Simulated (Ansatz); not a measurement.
**Notes on Sn₄Pd**

```xyz
10
Lattice="-6.2997 0.0000 0.0000 0.0000 -6.3283 0.0000 0.0000 3.1641 5.6040" Properties=species:S:1:pos:R:3 pbc="T T T"
Sn   -5.2099   -4.2589    1.4010
Sn   -1.0899   -2.0693    1.4010
Sn   -4.2397   -1.0948    1.4010
Sn   -2.0600   -5.2335    1.4010
Pd    0.0000    0.0000    0.0000
Pd   -3.1499   -3.1641    0.0000
Sn   -4.2397   -2.0693    4.2030
Sn   -2.0600    2.0693    4.2030
Sn   -5.2099    1.0948    4.2030
Sn   -1.0899   -1.0948    4.2030
```

Single point in Ansatz 0.2.0 with r2SCAN, no spin polarisation. Cutoff 500 eV, PAW datasets, 6×6×6 Γ-centred k mesh, fermi-dirac filling (width 0.0347 eV).

(1) Which element gives electrons and which takes them?

(2) Describe some of the short contacts.

(3) What is the formation energy?

(4) What happens at the Fermi level?

Origin: a known structure type with other elements, at an estimated volume, so it need not be a known compound.

Results:

(1) Bader charges in e: Sn +0.23, Pd -0.90. In the mean Sn gives up most and Pd takes most.

(2) Sn–Pd at 2.72 Å: least valence density 0.35 e/Å³ and ELF 0.35 there. Sn–Sn at 2.97 Å: least valence density 0.28 e/Å³ and ELF 0.60 there. Both are smooth PAW fields, read partly inside the augmentation spheres.

(3) -0.11 eV an atom against the elements' usual phases (free molecules for gases, crystals otherwise, with no correction for O₂ or N₂), so it is bound against them; other compounds may still compete. Relaxing would lower it.

(4) It is a metal, with about 2.8 states/eV a cell as the mean within 0.25 eV of the Fermi level, mostly Sn p (65 %) and Sn s (20 %).
